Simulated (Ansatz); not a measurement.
# Co₂Si at a changed volume: Field gradients at the nuclei

The cell is an entry of the Crystallography Open Database (COD), relaxed with PBE at fixed cell and then changed (volume scaled by 0.98, ions relaxed).

```cif
data_Co2Si
_symmetry_space_group_name_H-M 'Pnma'
_symmetry_Int_Tables_number 62
_cell_length_a 4.8850
_cell_length_b 3.7129
_cell_length_c 7.0613
_cell_angle_alpha 90.000
_cell_angle_beta 90.000
_cell_angle_gamma 90.000
loop_
_atom_site_label
_atom_site_type_symbol
_atom_site_symmetry_multiplicity
_atom_site_Wyckoff_symbol
_atom_site_fract_x
_atom_site_fract_y
_atom_site_fract_z
Co1 Co 4 c 0.9635 0.7500 0.2174
Co5 Co 4 c 0.8266 0.7500 0.5644
Si Si 4 c 0.2973 0.7500 0.6060
```

One atom of each set is listed.

Method: Kohn–Sham DFT in Ansatz, PBE, plane waves and PAW, scalar-relativistic, collinear spin, 420 eV cutoff, Γ-centred 9×12×6 k-points, Fermi–Dirac smearing 0.05 eV. Start moments as typed (μB): 3 on each Co, none on the rest.

V_zz is the principal component of the electric field gradient with the largest magnitude, η = (V_xx − V_yy)/V_zz and C_Q = eQV_zz/h.

59Co: I = 7/2, Q = 420.0 mb. Q values from Pyykkö, Mol. Phys. 116, 1328 (2018).

Question: Give the quadrupolar parameters of the distinct sites.

Answer: 

| site | atoms | first shell | V_zz (10²¹ V/m²) | η | C_Q (MHz) |
| --- | --- | --- | --- | --- | --- |
| Co1 | 4 | 5 Si at 2.33–2.57 Å, 8 Co at 2.49–2.67 Å | 1.22 | 0.31 | 12.4 |
| Co5 | 4 | 5 Si at 2.29–2.60 Å, 8 Co at 2.54–2.67 Å | 1.45 | 0.74 | 14.7 |
| Si | 4 | 10 Co at 2.29–2.60 Å | 3.08 | 0.17 | – |

Si has no stable isotope with a ground-state quadrupole moment in the table, so no C_Q is given.

The run finds no gap above 0.1 eV (a metal, or nearly one), so the gradients can move by 10 % or more with the k-mesh. With these PAW files V_zz is typically within 2 to 3 % of all-electron values, but misses above 10 % occur on Co. The run lost most of its start moments on Co; a state with other moments may lie lower. The magnetic order is the one that the run reached from its start moments, not necessarily the measured one (the real compound may not order at all).

The relaxation (3 steps) took 3.2 min of wall time (12 min of CPU time) and 3 GiB at its peak, on 4 threads of Intel Xeon Platinum 8488C (Sapphire Rapids) (x86_64; 16 cores open to the job, memory cap 8.0 GiB, no GPU), a shared host with a load of 0.3 a core.
